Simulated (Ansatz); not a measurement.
The relaxed structure here is a generated cell of BP: the first start was made by placing the elements on the sites of a structure type, and the end was not matched to a known phase here, so it may be hypothetical. Known forms of BP include space group No. 216.

A relaxed structure of BP. Space group R-3m (No. 166). All values below come from PBEsol (plane waves to 420 eV, PAW, scalar-relativistic; Ansatz, an electronic-structure program).

Space group R-3m, hexagonal axes (No. 166); a = b = 3.201 Å, c = 15.675 Å, α = β = 90.00°, γ = 120.00°

| atom | site | symmetry | x | y | z |
|---|---|---|---|---|---|
| B | 6c | 3m | 0.0000 | 0.0000 | 0.4436 |
| P | 6c | 3m | 0.0000 | 0.0000 | 0.0702 |
(The calculation used a cell of 4 atoms; values per cell refer to that cell.)

Q: Estimate the band gap that PBEsol returns for this input.

A: 0.66 eV, indirect (valence top at Γ, conduction bottom at F) (no spin-orbit coupling).

Q: Give the smallest direct gap at the level PBEsol.

A: 2.34 eV at F.

No spin polarisation in the result.

The run could not lose the symmetry of its start, so the end can be a saddle point.

It was reached from a disturbed copy of a F-43m (No. 216) cell (zinc blende type), against which it lies +0.099 eV/atom.
